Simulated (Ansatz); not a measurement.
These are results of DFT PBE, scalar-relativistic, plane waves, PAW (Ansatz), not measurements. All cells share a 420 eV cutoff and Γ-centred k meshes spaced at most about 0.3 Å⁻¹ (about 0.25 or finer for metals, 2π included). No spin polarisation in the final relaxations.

These are static total energies at zero pressure.

Two forms of Al4GeRu were relaxed alike.

A.

```xyz
6
Lattice="4.5883 0.0000 0.0000 -2.2941 3.9736 0.0000 0.0000 0.0000 5.2326" Properties=species:S:1:pos:R:3 pbc="T T T"
Al    0.0000    2.6491    3.9444
Al    0.0000    2.6491    1.2881
Al    2.2941    1.3245    3.9444
Al    2.2941    1.3245    1.2881
Ge    0.0000    0.0000    2.6163
Ru    0.0000    0.0000    0.0000
```

B.

```xyz
6
Lattice="0.0000 3.6335 3.6335 3.6335 0.0000 3.6335 3.6335 3.6335 0.0000" Properties=species:S:1:pos:R:3 pbc="T T T"
Al    4.5461    2.7208    2.7208
Al    4.5461    4.5461    4.5461
Al    2.7208    2.7208    4.5461
Al    2.7208    4.5461    2.7208
Ge    1.8167    1.8167    1.8167
Ru    0.0000    0.0000    0.0000
```

**Question.** Which form is favoured at zero pressure, and by what margin per atom?

**Answer.** A is lower, by 77 meV/atom. A has space group P6/mmm (No. 191), 15.9 Å³/atom and no gap on its mesh; B has space group F-43m (No. 216), 16.0 Å³/atom and no gap. Counting Al or Ru atoms around Ge (for each partner element, those within 1.25 times its shortest distance or 1.15 times the sum of covalent radii, where it is the nearest in units of that sum or under 1.3; a plus sign parts groups by distance over the sum of covalent radii; the shortest distance is added where it exceeds 1.18 times the sum of covalent radii), A has Ge 2+12 and B has Ge 16 from 3.0 Å. Even the lower one lies +0.10 eV/atom against the reference forms of the elements (uncorrected), so neither is stable at this level. In A, around Al lie 5 Al at 2.58–2.66 Å, 3 Ru at 2.95 Å and 3 Ge at 2.96 Å; Ge has 2 Ru at 2.62 Å and 12 Al at 2.96 Å; Ru is surrounded by 2 Ge at 2.62 Å and 12 Al at 2.95 Å. In B, Al is surrounded by 6 Al at 2.56–2.58 Å, 3 Ru at 3.01 Å and 3 Ge at 3.01 Å; Ge is surrounded by 12 Al at 3.01 Å and 4 Ru at 3.15 Å; Ru has 12 Al at 3.01 Å and 4 Ge at 3.15 Å. Both come from invented guesses. A third cell relaxed alike, in P1, lies 0.30 eV/atom below the lower of the two.

Cells relaxed within their symmetry can be saddle points.
